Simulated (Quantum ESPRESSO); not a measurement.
MgZr4Ag2Al, one composition in several site orders

Computed values, not a measurement. The program is pw.x of Quantum ESPRESSO 7.5 (plane-wave density functional theory). The cell is made up: eight metal atoms on a hexagonal close-packed lattice, with elements, volume, strain and displacements drawn at random and not relaxed, so it may be unstable or far from any real phase. PseudoDojo standard norm-conserving files set the functional (PBE unless stated); there is no spin polarisation or spin-orbit coupling, the Fermi-Dirac width of 0.25 eV means electrons at about 2900 K, and the masses in the input are unused placeholders. A spin test at this wide smearing found no moment, but such smearing suppresses magnetism that the real alloy may have.

The runs put one composition on the sites in different orders. Cell, positions, cutoff, mesh and smearing stay as in the input of run 1; sites are counted in its order. Stress in the tables is positive in tension.

Input of run 1:

```
&control calculation='scf', pseudo_dir='./dojo.nc.sr.pbe.v0_5.standard.upf', outdir='./o', disk_io='minimal', tprnfor=.true., tstress=.true. /
&system ibrav=0, nat=8, ntyp=4, nbnd=63, ecutwfc=84.00895049, nosym=.true., tot_charge=0,
 occupations='smearing', smearing='fd', degauss=0.0183746611
/
&electrons conv_thr=1.470e-08, electron_maxstep=70, mixing_beta=0.5 /
ATOMIC_SPECIES
Ag 1.0 Ag.upf
Al 1.0 Al.upf
Mg 1.0 Mg.upf
Zr 1.0 Zr.upf
CELL_PARAMETERS angstrom
3.099 -0.0039 -0.0554
-0.0068 5.5206 -0.0176
-0.1826 -0.0334 10.2617
ATOMIC_POSITIONS angstrom
Mg -0.0676 -0.0076 -0.0345
Zr -0.0767 0.1092 5.0284
Zr 0.0509 1.8822 2.4794
Ag -0.1434 1.9119 7.8393
Zr 1.3904 2.8182 0.0078
Al 1.4484 2.769 5.112
Zr 1.4584 4.5047 2.5416
Ag 1.3377 4.563 7.6687
K_POINTS automatic
8 4 3 1 1 1
```

| run | elements on sites 1 to 8 | free energy less that of run 1 (eV) | -TS (eV) | pressure (GPa) | stress xx (GPa) | stress yy (GPa) | stress zz (GPa) | stress yz (GPa) | stress xz (GPa) | stress xy (GPa) | iterations |
| --- | --- | --- | --- | --- | --- | --- | --- | --- | --- | --- | --- |
| 1 | Mg Zr Zr Ag Zr Al Zr Ag | 0.000 | -1.491 | -1.87 | 1.52 | 0.87 | 3.23 | 0.11 | -0.41 | -0.92 | 17 |
| 2 | Zr Zr Mg Al Zr Zr Ag Ag | 0.152 | -1.686 | -3.05 | 3.45 | 4.98 | 0.73 | 0.16 | -0.77 | -0.67 | 16 |
| 3 | Zr Zr Ag Zr Zr Al Ag Mg | 0.016 | -1.524 | -2.83 | 2.20 | 3.36 | 2.94 | -0.09 | -1.02 | -0.80 | 17 |
| 4 | Ag Zr Zr Zr Zr Mg Ag Al | -0.155 | -1.496 | -3.73 | 2.49 | 4.29 | 4.41 | -0.08 | -0.74 | -0.89 | 18 |
| 5 | Mg Zr Zr Zr Al Ag Ag Zr | -0.281 | -1.674 | -3.67 | 3.39 | 3.66 | 3.96 | -0.88 | -0.90 | -0.76 | 19 |
| 6 | Zr Zr Al Zr Ag Zr Ag Mg | 0.150 | -1.676 | -3.22 | 2.72 | 3.08 | 3.85 | -0.79 | -1.10 | -0.26 | 17 |

Forces Fx Fy Fz (eV/Å):

| site | run 1 | run 2 | run 3 | run 4 | run 5 | run 6 |
| --- | --- | --- | --- | --- | --- | --- |
| 1 | -0.17 0.38 -0.54 | -0.11 0.31 0.03 | -0.15 0.08 0.66 | -0.11 0.19 0.00 | -0.02 -0.05 0.66 | -0.09 0.09 0.73 |
| 2 | -0.13 -0.40 0.54 | -0.13 -0.05 0.68 | -0.16 -0.25 0.17 | -0.13 -0.45 0.64 | -0.14 -0.51 0.02 | -0.10 0.00 -0.02 |
| 3 | -0.40 -0.39 1.13 | -0.30 -0.17 0.45 | -0.14 -0.13 0.43 | -0.39 -0.47 0.02 | -0.29 0.18 0.33 | -0.05 0.07 -0.05 |
| 4 | -0.24 -0.18 -0.53 | -0.17 -0.07 -0.71 | -0.37 -0.38 -1.15 | -0.28 -0.33 -0.56 | -0.34 -0.27 -0.43 | -0.18 -0.37 -0.31 |
| 5 | 0.46 -0.30 -0.28 | 0.53 -0.15 -0.79 | 0.67 -0.02 0.26 | 0.51 -0.05 -0.06 | 0.43 -0.12 0.16 | 0.31 -0.06 0.40 |
| 6 | 0.09 0.32 0.10 | 0.16 -0.04 0.67 | -0.01 0.29 -0.05 | 0.13 0.39 0.07 | 0.11 0.17 -0.08 | 0.06 -0.13 -0.30 |
| 7 | 0.28 0.54 -0.21 | 0.05 0.16 -0.09 | 0.04 0.13 0.14 | 0.12 0.42 0.04 | 0.13 0.38 -0.31 | 0.00 0.04 -0.25 |
| 8 | 0.11 0.02 -0.21 | -0.03 0.01 -0.23 | 0.12 0.29 -0.44 | 0.15 0.28 -0.16 | 0.11 0.21 -0.35 | 0.05 0.37 -0.20 |

The sites are displaced and not relaxed, so the energy differences hold strain from misfit and are not ordering energies. A rerun of one cell of this series at a higher cutoff and on a denser mesh moved values by no more than 0.005 eV in energy, 0.07 GPa in stress and 0.005 eV/Å in force, and a second program with other atomic files agreed on that cell to 2 % rms in force and 0.5 GPa in pressure.